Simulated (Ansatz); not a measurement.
BN (wurtzite, space group No. 186), r²SCAN in the plane-wave PAW code Ansatz. The conduction-band minimum lies at K, with 2 equivalent valleys. Second derivatives d²E/dk² of the lowest band at one valley (eV·Å²), along Cartesian directions:

```tsv
direction	d²E/dk²
[100]	15.35
[010]	15.35
[001]	25.76
[110]	15.35
[101]	20.55
[011]	20.55
```

Question: Find the principal effective masses, the density-of-states mass and the conductivity mass.

Answer: Off-diagonal terms follow from H_xy = H[110] − (H_xx + H_yy)/2, and m*/mₑ = 7.620 eV·Å² over each eigenvalue: 0.30, 0.50, 0.50. One valley's DOS mass (m₁m₂m₃)^(1/3) = 0.42, conductivity mass 3/(Σ 1/mᵢ) = 0.40 mₑ.

Question: What effective density of states Nc follows at 300 K for parabolic valleys?

Answer: Nc = 2.509e19 × 2 × (0.42)^(3/2) ≈ 1.4e19 cm⁻³.

Question: With the computed static dielectric constant 6.86 (mean of the diagonal), estimate a hydrogenic donor's binding energy and radius.

Answer: E = 13.606 eV × 0.40/6.86² ≈ 120 meV; a = 0.529 Å × ε/m* ≈ 9.1 Å. Semilocal masses tend to be too small when the gap is underestimated.

Space group P6_3mc (wurtzite). Symmetry was held in the r²SCAN relaxation.

Potentials: the earlier of the program's two PAW sets.
